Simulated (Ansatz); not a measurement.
Si$_{2}$Ni$_{6}$B:
```
CELL_PARAMETERS angstrom
      6.05963     0.00000     0.00000
     -3.02981     5.24779     0.00000
      0.00000     0.00000     2.83130
ATOMIC_POSITIONS crystal
  B  0.00000 0.00000 0.50000
  Si 0.33333 0.66667 0.00000
  Si 0.66667 0.33333 0.00000
  Ni 0.61092 0.00000 0.50000
  Ni 0.38908 0.38908 0.50000
  Ni 0.00000 0.61092 0.50000
  Ni 0.24502 0.00000 0.00000
  Ni 0.75498 0.75498 0.00000
  Ni 0.00000 0.24502 0.00000
```

Relaxed with r²SCAN.

Problem. Which orbitals make up the states near the Fermi level in r²SCAN in the plane-wave PAW code Ansatz?

Solution. Within 0.5 eV of the Fermi level: Ni 3d 73 %, Si 3p 12 %. Projections are on Löwdin-orthogonalised atomic valence shells; empty p or d shells of many metals are not among them.

Problem. Tabulate the density of states.

Solution. States/eV per cell of 9 atoms, in 0.25 eV bins, energy from the Fermi level.

| E (eV) | total | Ni 3d | Si 3p | B 2p |
|---|---|---|---|---|
| -7.85 | 0.45 | 0.11 | 0.09 | 0.03 |
| -7.60 | 0.61 | 0.08 | 0.26 | 0.07 |
| -7.35 | 1.01 | 0.15 | 0.43 | 0.11 |
| -7.10 | 1.86 | 0.37 | 0.82 | 0.16 |
| -6.85 | 2.28 | 0.50 | 0.86 | 0.30 |
| -6.60 | 2.72 | 0.75 | 0.87 | 0.41 |
| -6.35 | 3.66 | 1.21 | 1.14 | 0.47 |
| -6.10 | 2.99 | 1.05 | 0.91 | 0.38 |
| -5.85 | 3.85 | 1.54 | 1.04 | 0.50 |
| -5.60 | 2.85 | 1.27 | 0.67 | 0.41 |
| -5.35 | 2.20 | 1.02 | 0.50 | 0.32 |
| -5.10 | 2.75 | 1.32 | 0.69 | 0.34 |
| -4.85 | 4.24 | 2.14 | 1.02 | 0.56 |
| -4.60 | 7.14 | 3.89 | 1.63 | 0.92 |
| -4.35 | 8.99 | 5.36 | 2.12 | 0.93 |
| -4.10 | 12.31 | 8.15 | 2.49 | 1.23 |
| -3.85 | 5.88 | 4.29 | 0.82 | 0.40 |
| -3.60 | 7.83 | 6.48 | 0.47 | 0.38 |
| -3.35 | 16.11 | 13.74 | 0.76 | 0.45 |
| -3.10 | 18.49 | 16.09 | 0.71 | 0.30 |
| -2.85 | 11.98 | 10.82 | 0.29 | 0.25 |
| -2.60 | 6.45 | 6.16 | 0.08 | 0.03 |
| -2.35 | 16.03 | 15.22 | 0.25 | 0.14 |
| -2.10 | 12.12 | 11.53 | 0.19 | 0.07 |
| -1.85 | 6.81 | 6.61 | 0.06 | 0.02 |
| -1.60 | 14.00 | 13.60 | 0.12 | 0.04 |
| -1.35 | 22.96 | 22.11 | 0.32 | 0.09 |
| -1.10 | 20.96 | 20.24 | 0.27 | 0.09 |
| -0.85 | 20.56 | 19.68 | 0.32 | 0.12 |
| -0.60 | 9.47 | 8.32 | 0.42 | 0.20 |
| -0.35 | 6.61 | 5.23 | 0.53 | 0.25 |
| -0.10 | 4.50 | 3.20 | 0.52 | 0.24 |
| 0.15 | 2.93 | 1.90 | 0.47 | 0.17 |
| 0.40 | 2.23 | 1.32 | 0.45 | 0.14 |
| 0.65 | 1.54 | 0.88 | 0.36 | 0.09 |
| 0.90 | 1.27 | 0.72 | 0.31 | 0.08 |
| 1.15 | 1.47 | 0.80 | 0.35 | 0.13 |
| 1.40 | 2.11 | 1.11 | 0.48 | 0.23 |
| 1.65 | 3.47 | 1.70 | 0.74 | 0.47 |
| 1.90 | 3.50 | 1.54 | 0.74 | 0.56 |
| 2.15 | 2.50 | 1.04 | 0.49 | 0.43 |
| 2.40 | 3.52 | 1.42 | 0.70 | 0.56 |
| 2.65 | 3.03 | 1.14 | 0.69 | 0.46 |
| 2.90 | 3.53 | 1.22 | 0.93 | 0.55 |
| 3.15 | 3.74 | 1.17 | 1.13 | 0.54 |
| 3.40 | 3.79 | 1.11 | 1.27 | 0.55 |
| 3.65 | 2.59 | 0.69 | 0.88 | 0.43 |
| 3.90 | 2.10 | 0.50 | 0.69 | 0.39 |
| 4.15 | 1.99 | 0.42 | 0.55 | 0.34 |
| 4.40 | 2.02 | 0.35 | 0.41 | 0.33 |
| 4.65 | 1.83 | 0.30 | 0.39 | 0.29 |

Space group P-62m. The workflow started from an entry of the Crystallography Open Database (COD). Whether it is the stable phase at ambient conditions was not checked. The cell was relaxed with r²SCAN under the symmetry of its start; whether a distortion lowers the energy is not shown. The workflow began spin-polarised and lost its moments.

Potentials: the later of the program's two PAW sets.
